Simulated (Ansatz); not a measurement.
# Ge2Au, a known structure type with other elements, at an estimated volume

```yaml
crystal:
  lattice:
    - [6.34349, 0.00000, 0.00000]
    - [0.00000, 4.39810, 0.00000]
    - [0.00000, 0.00000, 7.94207]
  atoms:
    - { symbol: Au, position: [0.24296, 0.25000, 0.39987] }
    - { symbol: Au, position: [0.25704, 0.75000, 0.89987] }
    - { symbol: Au, position: [0.74296, 0.25000, 0.10013] }
    - { symbol: Au, position: [0.75704, 0.75000, 0.60013] }
    - { symbol: Ge, position: [0.14740, 0.25000, 0.08075] }
    - { symbol: Ge, position: [0.35260, 0.75000, 0.58075] }
    - { symbol: Ge, position: [0.64740, 0.25000, 0.41925] }
    - { symbol: Ge, position: [0.85260, 0.75000, 0.91925] }
    - { symbol: Ge, position: [0.01605, 0.25000, 0.67592] }
    - { symbol: Ge, position: [0.48395, 0.75000, 0.17592] }
    - { symbol: Ge, position: [0.51605, 0.25000, 0.82408] }
    - { symbol: Ge, position: [0.98395, 0.75000, 0.32408] }
```

The numbers come from plane-wave PAW DFT (Ansatz): PBEsol, no spin polarisation, 420 eV, 6×8×5 Γ-centred k points, fermi-dirac occupations (width 0.1 eV). Nothing was relaxed.

**Question.** Is it stable against the elements?

**Answer.** 0.10 eV an atom against the elements' usual phases (free molecules for gases, crystals otherwise, with no correction for O₂ or N₂), so at this geometry it isn't bound against them. Relaxing would lower it.

**Question.** Describe some of the short contacts.

**Answer.** Au–Ge at 2.57 Å: least valence density 0.43 e/Å³ and ELF 0.41 there. Both are smooth PAW fields, read partly inside the augmentation spheres.

**Question.** Metal or insulator?

**Answer.** It is a metal, with about 4.9 states/eV a cell as the mean within 0.25 eV of the Fermi level, mostly Ge p (70 %).

**Question.** Give the Bader charges.

**Answer.** Bader charges in e: Ge +0.38, Au -0.76. In the mean Ge gives up most and Au takes most.

**Question.** Which atom feels the largest force, and which way?

**Answer.** The largest is on Ge6 (and as large on other atoms): 0.37 eV/Å, components (-0.30, 0.00, -0.22). It makes 147° with the line to a nearest neighbour, Au4 at 2.57 Å, pointing away from it.

**Question.** Is the cell too large or too small?

**Answer.** The pressure is 1.5 GPa (compression positive), so with the atoms held at these fractions the cell would first expand. The principal stresses -1.6, 1.2, 4.9 GPa differ, so its shape would change too.

Origin: a known structure type with other elements, at an estimated volume, so it need not be a known compound.
